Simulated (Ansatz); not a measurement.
## Ga4SbN3 (ordering on zincblende) by several functionals

All numbers come from the plane-wave code Ansatz. Non-magnetic throughout. Whether this structure exists isn't addressed.

Structure: an ordered 8-atom cell of Ga4SbN3 on the zincblende lattice (Pmm2), at its r2SCAN minimum. The symmetry is Pmm2 (No. 25, orthorhombic); a = 3.193 Å, b = 7.563 Å, c = 4.829 Å in the conventional setting, 14.58 Å³ an atom. N has 4 Ga at 1.93–2.27 Å; Ga has 3 N at 1.93–1.96 Å and 1 Sb at 2.65 Å; N has 4 Ga at 1.96–1.97 Å; Ga has 4 N at 1.97–1.98 Å; Sb has 6 Ga at 2.65–3.03 Å and 2 Sb at 3.19 Å; Ga has 2 N at 2.27 Å and 4 Sb at 2.76–3.03 Å.

```
N Ga Sb
1.0
     3.19265    0.00000    0.00000
     0.00000    7.56284    0.00000
     0.00000    0.00000    4.82929
N Ga Sb
3 4 1
Direct
  0.00000 0.20200 0.01411
  0.50000 0.00000 0.51369
  0.00000 0.79800 0.01411
  0.50000 0.18953 0.78914
  0.00000 0.00000 0.27574
  0.50000 0.81047 0.78914
  0.00000 0.50000 0.06922
  0.50000 0.50000 0.53485
```

Band edges at fixed r2SCAN geometry:
```json
{"level": "PBE", "k mesh": "8×4×6", "gap (eV)": "none (overlap 3.10)", "kind": "–", "edges": "–", "least direct gap (eV)": "–", "rough cost": "21 core-seconds"}
{"level": "PBE+SOC", "k mesh": "8×4×6", "gap (eV)": "none (overlap 3.13)", "kind": "–", "edges": "–", "least direct gap (eV)": "–", "rough cost": "100 core-seconds"}
{"level": "r2SCAN", "k mesh": "8×4×6", "gap (eV)": "none (overlap 3.29)", "kind": "–", "edges": "–", "least direct gap (eV)": "–", "rough cost": "28 core-seconds"}
```
All runs use a smearing of 0.02 eV.
Wave cutoffs: 420 eV, 500 eV (r2SCAN).
Points off the special ones are mesh points or PBE's searched band edges, reused at the other levels.
Costs come from shared machines and give only the order; PBE's includes the band path. The runs had 4 threads of AMD EPYC 9R45 96-Core Processor (Zen 5), with other jobs on the host.

r2SCAN gives no gap: the lowest nominally empty band dips 3.29 eV below the top of the last filled one (its bottom at U, the top at T), so the cell is a metal or semimetal at this level. With PBE+SOC the bands overlap by 3.13 eV (counted from 1, band 82 peaks at R–T (0.90 of the way from R) and band 83 bottoms out at U): no gap.

No level opens a gap, but no hybrid is among them, and semilocal functionals can close a real gap.

Only the levels marked +SOC include spin-orbit coupling.
